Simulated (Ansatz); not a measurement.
## Bands of CoBi

```xyz
2
Lattice="0.0000 2.7003 2.7003 2.7003 0.0000 2.7003 2.7003 2.7003 0.0000" Properties=species:S:1:pos:R:3 pbc="T T T"
Co    0.0000    0.0000    0.0000
Bi    2.7003    2.7003    2.7003
```

Atoms are numbered in the order listed.

The structure comes from a relaxation in the same program, started in the rocksalt type, and has space group Fm-3m. Whether it is a known phase or the ground state wasn't checked.

Other magnetic orders may lie lower; this is the state that the run reached.

No spin–orbit coupling, which matters for the heavy atoms here.

The calculation used Ansatz 0.2.0, DFT, PBE, all-electron LAPW, scalar-relativistic.

Settings: a Γ-centred 13×13×13 k mesh, Fermi–Dirac smearing of 0.05 eV, basis error target 0.25 meV/atom, spin-polarised from start moments Co1 2 μB, ending with a cell moment of 0.56 μB.

Points in fractions of the reciprocal vectors of this cell: Γ (0, 0, 0), X (0.5, 0, 0.5), U (0.625, 0.25, 0.625), K (0.375, 0.375, 0.75), L (0.5, 0.5, 0.5), W (0.5, 0.25, 0.75). The path joins them by straight lines in the order Γ–X–U–K–Γ–L–W–X; legs that retrace an earlier one aren't tabulated. Energies are in eV from the Fermi level.

Question: List the spin-down levels at K between -5 and 5 eV.

Answer: -4.13, -3.80, -1.72, -0.75, -0.40, -0.16, 0.26, 1.24, 3.90.

Question: List the spin-up levels at W between -5 and 5 eV.

Answer: -3.60 (×2), -3.20, -0.72, -0.62 (×2), -0.61, -0.52.

Question: List the spin-down levels at U between -5 and 5 eV.

Answer: -4.13, -3.80, -1.72, -0.75, -0.40, -0.16, 0.26, 1.24, 3.90.

Question: What is the band gap?

Answer: none: bands cross the Fermi level, a metal.
